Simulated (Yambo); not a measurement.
BSE-type run in Yambo on CsSnBr3 (cubic perovskite, space group Pm-3m, No. 221), at zero momentum.

Quantum ESPRESSO step (PBE, PseudoDojo standard norm-conserving files, scalar-relativistic):
```
&CONTROL
  calculation = 'nscf'
  pseudo_dir = './pseudo'
  outdir = './out'
/
&SYSTEM
  ibrav = 0
  nat = 5
  ntyp = 3
  ecutwfc = 72.0
  ecutrho = 288.0
  occupations = 'fixed'
  force_symmorphic = .true.
  nbnd = 100
/
&ELECTRONS
  conv_thr = 5e-09
  diago_full_acc = .true.
  diago_thr_init = 1e-08
/
ATOMIC_SPECIES
Br 79.9040 Br.upf
Sn 118.7100 Sn.upf
Cs 132.9055 Cs.upf
CELL_PARAMETERS angstrom
  5.780195948000   0.000000000000   0.000000000000
  0.000000000000   5.780195948000   0.000000000000
  0.000000000000   0.000000000000   5.780195948000
ATOMIC_POSITIONS crystal
Br   0.500000000000   0.000000000000   0.500000000000
Br   0.000000000000   0.500000000000   0.500000000000
Br   0.500000000000   0.500000000000   0.000000000000
Sn   0.500000000000   0.500000000000   0.500000000000
Cs   0.000000000000   0.000000000000   0.000000000000
K_POINTS automatic
6 6 6 0 0 0
```

Yambo input:
```
rim_cut
optics
bse
bss
dipoles
em1s
RandQpts= 1000000
RandGvec= 1 Ry
FFTGvecs= 40 Ry
Chimod= "HARTREE"
BSKmod= "SEX"
BSEmod= "resonant"
BSSmod= "hs"
BSENGexx= 15 Ry
BSENGBlk= 3 Ry
% BSEQptR
 1 | 1 |
%
% BSEBands
 17 | 28 |
%
% BEnRange
 0.0 | 5.3 | eV
%
% BDmRange
 0.15 | 0.15 | eV
%
BEnSteps= 106
% BLongDir
 1.0 | 0.0 | 0.0 |
%
BSHayTrs= -0.02
BSSNEig= 24
WRbsWF
% BndsRnXs
 1 | 96 |
%
NGsBlkXs= 3 Ry
% LongDrXs
 1.0 | 1.0 | 1.0 |
%
```

From the report:

The dimension is k points × valence × conduction bands = 216 × 6 × 6 = 7776.
```
  [SLEPC] Approach                          : Krylov-Schur
  [SLEPC] Number of requested eigenvalues   :  24
  [SLEPC] Number of eigenvalues        [NEV]:  24
   [K] Dimension                                    :   7776
   [K] Bands                                        :  17  28
   [K] Exchange res                                 : yes
   [K] Correlation res                              : yes
   [K] W interaction is bare                        : no
   [K] RL vectors exchange                          :  1357
   [K] RL vectors correlation                       :  147
   [W] Matrix size                                  :  147
   [W] Bands                                        :    1   96
   [W] Coulomb Cutoff                               : none
   [W] Hxc Kernel                                   : HARTREE
```

Bands and orbitals come from the standard potentials; the scissor and the G0W0 gaps come from a run at the same geometry on the stringent ones, which hold whole semicore shells in the valence.

Spin-orbit coupling is not included.

Geometry relaxed with PBEsol.

The structure is a Materials Project entry; no match was found in the copy of COD used, and its stability was not checked.
